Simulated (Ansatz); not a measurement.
Si$_{3}$N$_{4}$:
```yaml
crystal:
  lattice:
    - [7.60550, 0.00000, 0.00000]
    - [-3.80275, 6.58656, 0.00000]
    - [0.00000, 0.00000, 2.90564]
  atoms:
    - { symbol: Si, position: [0.23063, 0.82458, 0.75000] }
    - { symbol: Si, position: [0.76937, 0.17542, 0.25000] }
    - { symbol: Si, position: [0.40604, 0.23063, 0.25000] }
    - { symbol: Si, position: [0.59396, 0.76937, 0.75000] }
    - { symbol: Si, position: [0.17542, 0.40604, 0.75000] }
    - { symbol: Si, position: [0.82458, 0.59396, 0.25000] }
    - { symbol: N, position: [0.33333, 0.66667, 0.75000] }
    - { symbol: N, position: [0.66667, 0.33333, 0.25000] }
    - { symbol: N, position: [0.96874, 0.66969, 0.75000] }
    - { symbol: N, position: [0.03126, 0.33031, 0.25000] }
    - { symbol: N, position: [0.29905, 0.96874, 0.25000] }
    - { symbol: N, position: [0.70095, 0.03126, 0.75000] }
    - { symbol: N, position: [0.33031, 0.29905, 0.75000] }
    - { symbol: N, position: [0.66969, 0.70095, 0.25000] }
```

Relaxed with r²SCAN.

Task: Give the Bader charges and basin volumes of the independent atoms, plane-wave PAW r²SCAN (Ansatz code).

Result: 

```
atom  Bader charge (e)  Bader volume (Å³)
----  ----------------  -----------------
Si1              +3.21                3.1
N7               -2.40               14.5
N9               -2.41               16.3
```

Space group P6_3/m. Symmetry was held in the r²SCAN relaxation.

Potentials: the earlier of the program's two PAW sets.
